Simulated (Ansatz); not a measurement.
The start is a relaxed La2O3 cell, doubled along one cell vector, shaken by Gaussian noise of σ = 0.08 Å a coordinate. A full variable-cell relaxation at zero pressure is run with r2SCAN (plane waves to 500 eV, PAW, scalar-relativistic; Ansatz, a program for electronic structure). The first steps use a coarse 7×7×2 k-mesh.

Starting cell:
```
CELL_PARAMETERS angstrom
      3.93519     0.00000     0.00000
     -1.96760     3.40798     0.00000
      0.00000     0.00000    12.25092
ATOMIC_POSITIONS crystal
  O  0.99001 0.99556 0.99703
  O  0.01951 0.00670 0.49635
  O  0.33941 0.65316 0.31620
  O  0.31408 0.66680 0.82151
  O  0.63991 0.29427 0.17586
  O  0.67776 0.31900 0.67647
  La 0.34487 0.67519 0.11138
  La 0.32326 0.65103 0.62782
  La 0.63125 0.32148 0.37862
  La 0.64966 0.30537 0.88072
```

Task: How much energy is released per atom?

Result: 47 meV/atom.

Task: Does it find its way back to the structure it was made from?

Result: The parent structure is recovered, P-3m1 (No. 164).

Task: How do the shortest distances between atoms change?

Result: The closest pairs of elements (up to four, under 3.6 Å), start → end: La–O 2.25 → 2.37 Å; O–O 2.78 → 2.89 Å; La–La 3.55 → 3.78 Å.

Final values are on a 10×10×6 k-mesh of the relaxed cell. No spin polarisation in the result.

The first start was generated by placing the elements on the sites of a structure type. Materials Project lists a structure of La2O3 in the same space group, P-3m1 (No. 164); the sites were not compared with it, nor with measured phases.
